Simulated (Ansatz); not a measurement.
ZnCdTeSe:
Space group R3m, hexagonal axes (No. 160); a = b = 4.270 Å, c = 21.296 Å, α = β = 90.00°, γ = 120.00°

```tsv
atom	site	symmetry	x	y	z
Zn	3a	3m	0.0000	0.0000	0.6302
Cd	3a	3m	0.0000	0.0000	0.1176
Te	3a	3m	0.0000	0.0000	0.5073
Se	3a	3m	0.0000	0.0000	0.9949
```
(The calculation used a cell of 4 atoms; values per cell refer to that cell.)

This is the PBEsol-relaxed structure.

Q: All from PBEsol (plane waves, PAW; program Ansatz), unless another level is named. Predict the electronic character.

A: no gap, with almost no states at the Fermi level (zero-gap or semimetallic).

Q: Give the formation energy from the elements (no fitted shifts).

A: -42 kJ/mol-atom.

The first step of the workflow began from a Materials Project structure, measured or hypothetical; the Crystallography Open Database copy checked does not list it. Its standing as an ambient phase is unchecked. The PBEsol relaxation kept the symmetry of its start; whether a distortion lowers the energy is not shown. The references are the lowest solids computed at this level, not always the standard phases. Spin–orbit coupling is left out wherever it is not named.

Potentials: the later of the program's two PAW sets.
